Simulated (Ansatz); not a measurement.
## Kick test of a cell of Hf₂ZrTe₆

The cell was found from a structure generator's guess, not taken from experiment.

The calculation used Ansatz 0.2.0, DFT PBE, scalar-relativistic, plane waves, PAW. Cutoff 420 eV; k points 12×12×2 on the computed 9-atom cell (Γ-centred); Gaussian smearing, width 0.10 eV; no spin polarisation.

The cell below (9 atoms, space group P-3m1 (No. 164)) is relaxed within its symmetry.

```
Zr Hf Te
1.0
     3.97491    0.00000    0.00000
    -1.98745    3.44237    0.00000
     0.00000    0.00000   21.46905
Zr Hf Te
1 2 6
Direct
  0.00000 0.00000 0.00000
  0.00000 0.00000 0.33208
  0.00000 0.00000 0.66792
  0.33333 0.66667 0.08386
  0.33333 0.66667 0.41473
  0.33333 0.66667 0.75050
  0.66667 0.33333 0.24950
  0.66667 0.33333 0.58527
  0.66667 0.33333 0.91614
```

For the test it was strained at random (σ = 1.5 % a component), the atoms were moved at random (σ = 0.05 Å), and all was relaxed again on a coarse 6×6×1 mesh (in the run’s order of axes) with 0.20 eV smearing, with no symmetry imposed.

Weakly bound directions are ill-defined at this level, which has no dispersion term. Spin–orbit coupling, which can matter for Hf and Te, is left out.

**Question.** Is the structure stable against such a distortion?

**Answer.** It returns, within 1 meV/atom of the unmoved cell on that mesh and with the same symmetry when read at 0.1 Å (P1 at 0.01 Å, so small strains and shifts remain). So it is stable against the distortions that fit this cell and that this random move excites. Modes that don't fit the cell aren't tested.
